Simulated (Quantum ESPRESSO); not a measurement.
**Band energies of Mg₂SeS**

```
Mg2SeS
1.0
    4.09836     0.00000     0.00000
    0.00000     4.09836     0.00000
    0.00000     0.00000     5.78704
Mg S Se
2 1 1
Direct
  0.50000   0.00000   0.73696
  0.00000   0.50000   0.26304
  0.00000   0.00000   0.50000
  0.50000   0.50000   0.00000
```

PBEsol (Quantum ESPRESSO, PseudoDojo norm-conserving, 86 Ry, with spin-orbit coupling); path ΓXMΓZRAZ,XR,MA; energies in eV from the valence-band maximum.

```csv
k (1/Å),point,band 42,band 43,band 44,band 45,band 46,band 47,band 48,band 49
0.00,Γ,0.00,2.60,2.60,3.38,3.38,4.96,4.96,7.25
0.33,,-0.10,3.68,3.68,4.26,4.27,6.05,6.07,6.87
0.77,X,-0.21,5.50,5.50,5.75,5.75,5.89,5.89,6.65
1.10,,-0.82,4.41,4.41,4.95,4.96,6.07,6.07,6.20
1.53,M,-1.11,3.08,3.08,3.50,3.50,4.98,4.98,4.98
1.86,,-0.99,3.77,3.77,4.38,4.38,5.32,5.32,5.99
2.29,,-0.34,3.73,3.73,4.47,4.48,5.97,5.98,6.50
2.62,Γ,0.00,2.60,2.60,3.38,3.38,4.96,4.96,7.25
2.73,,-0.03,2.79,2.79,3.46,3.46,5.00,5.00,7.17
3.05,,-0.32,4.20,4.20,4.51,4.51,5.52,5.52,6.15
3.16,Z,-0.36,4.42,4.42,4.67,4.67,5.68,5.68,5.95
3.49,,-0.33,4.74,4.74,4.98,4.98,6.26,6.26,6.66
3.82,,-0.17,4.30,4.30,4.54,4.54,6.79,6.80,6.90
3.93,R,-0.15,4.23,4.23,4.48,4.48,6.82,6.82,6.93
4.21,,-0.68,5.07,5.07,5.33,5.35,5.81,5.82,6.08
4.50,,-1.24,5.05,5.06,5.22,5.23,6.52,6.52,6.74
4.69,A,-1.52,4.97,4.97,5.10,5.10,7.19,7.19,7.23
4.89,,-1.21,5.04,5.05,5.22,5.22,6.66,6.68,6.86
5.28,,-0.43,5.66,5.67,5.78,5.78,5.89,5.91,6.44
5.58,,-0.38,4.69,4.69,4.99,4.99,5.92,5.92,6.21
5.78,Z,-0.36,4.42,4.42,4.67,4.67,5.68,5.68,5.95
5.78,X,-0.21,5.50,5.50,5.75,5.75,5.89,5.89,6.65
5.87,,-0.20,5.42,5.42,5.68,5.68,5.88,5.88,6.49
6.14,,-0.17,4.53,4.53,4.75,4.75,6.51,6.51,6.66
6.32,R,-0.15,4.23,4.23,4.48,4.48,6.82,6.82,6.93
6.32,M,-1.11,3.08,3.08,3.50,3.50,4.98,4.98,4.98
6.43,,-1.15,3.21,3.21,3.61,3.61,5.10,5.10,5.11
6.86,A,-1.52,4.97,4.97,5.10,5.10,7.19,7.19,7.23
```

The PBEsol gap is direct, 2.60 eV at Γ.

Geometry relaxed with PBEsol.

The structure is a Materials Project entry; no match was found in the copy of COD used, and its stability was not checked.
